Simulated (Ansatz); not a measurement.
Input:

SrSn$_{3}$Pd:
```yaml
crystal:
  lattice:
    - [-2.41512, 2.41512, 5.64559]
    - [2.41512, -2.41512, 5.64559]
    - [2.41512, 2.41512, -5.64559]
  atoms:
    - { symbol: Sr, position: [0.99596, 0.99596, 0.00000] }
    - { symbol: Pd, position: [0.64230, 0.64230, 0.00000] }
    - { symbol: Sn, position: [0.74593, 0.24593, 0.50000] }
    - { symbol: Sn, position: [0.24593, 0.74593, 0.50000] }
    - { symbol: Sn, position: [0.41087, 0.41087, 0.00000] }
```

This is the r²SCAN-relaxed structure.

**Question.** All from plane-wave PAW r²SCAN (Ansatz code), unless another level is named. Predict the density of states at the Fermi level.

**Answer.** 0.32 states/eV per atom (mean over ±0.08 eV).

**Question.** Predict the formation energy from the elements (no fitted shifts).

**Answer.** -0.60 eV/atom.

Space group I4mm. The workflow started from an entry of the Crystallography Open Database (COD). Its standing as an ambient phase is unchecked. Symmetry was held in the r²SCAN relaxation; its stability against distortions is not shown here. No spin polarisation was allowed. The references are the lowest solids computed at this level, not always the standard phases. Scalar-relativistic: spin–orbit coupling is off unless named, which matters more the heavier the elements.

Potentials: the later of the program's two PAW sets.
